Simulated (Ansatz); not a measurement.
System: InP (zinc blende type), 2 atoms in the cell.

Computed with r²SCAN, plane waves, PAW datasets (earlier set, tuned by hand) (Ansatz).

Cutoff 870 eV; k-mesh 6×6×6 Γ-centred; Fermi–Dirac smearing of 0.02 eV; no spin polarisation; no spin–orbit coupling.

```
CELL_PARAMETERS angstrom
0.00000 2.98000 2.98000
2.98000 0.00000 2.98000
2.98000 2.98000 0.00000
ATOMIC_POSITIONS crystal
In 0.00000 0.00000 0.00000
P 0.25000 0.25000 0.25000
```

Problem. Is the cell under compression or tension, and by how much?

Solution. The pressure is -1.72 GPa, so at these settings the cell is stretched and would shrink.

The stress includes the program's correction for the finite plane-wave basis.
